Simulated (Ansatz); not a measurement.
Te (trigonal-Te type, space group P3_121)

```xyz
3
Lattice="4.6235 0.0000 0.0000 -2.3118 4.0041 0.0000 0.0000 0.0000 5.9044" Properties=species:S:1:pos:R:3 pbc="T T T"
Te     1.1718     0.0000     1.9681
Te    -0.5859     1.0148     3.9362
Te     1.7259     2.9893     0.0000
```

The slice is a (1 -1 0 0) plane (indices of the conventional cell) through the point (0.000, 0.253, 0.667) (fractional), spanned by u = [110] and v = [001] in vectors of this cell: u (4.62 Å) and v (5.90 Å, at 90° to u). It covers one period; positions are fractions (u, v).

Level of theory: r2SCAN (plane waves to 500 eV, PAW, scalar-relativistic; Ansatz, an electronic-structure program). k mesh 8×8×6. Near the nuclei the fields are pseudised (PAW); where an atom keeps semicore shells as valence, they peak there. Spin-orbit coupling is left out, though Te is heavy. Te was relaxed with its symmetry unable to fall. The PAW data are Ansatz's earlier set.

Problem. Sketch the density of the highest valence band (whole band, smooth part) on this plane as a map.

Solution. 
```tsv
v \ u	0.00	0.14	0.27	0.41	0.55	0.68	0.82	0.95
0.96	0.007	0.031	0.042	0.008	0.005	0.028	0.067	0.010
0.86	0.028	0.020	0.012	0.004	0.003	0.014	0.051	0.040
0.75	0.013	0.006	0.004	0.004	0.003	0.003	0.010	0.015
0.64	0.005	0.005	0.005	0.005	0.005	0.003	0.002	0.004
0.54	0.003	0.003	0.003	0.009	0.020	0.019	0.008	0.003
0.43	0.003	0.001	0.004	0.025	0.067	0.065	0.024	0.005
0.32	0.006	0.004	0.006	0.028	0.072	0.069	0.030	0.009
0.21	0.020	0.025	0.012	0.012	0.023	0.025	0.019	0.017
0.11	0.015	0.074	0.039	0.008	0.005	0.016	0.030	0.011
0.00	0.005	0.032	0.050	0.009	0.006	0.028	0.057	0.011
```

Values: density of the highest valence band (whole band, smooth part) in e/Å³.
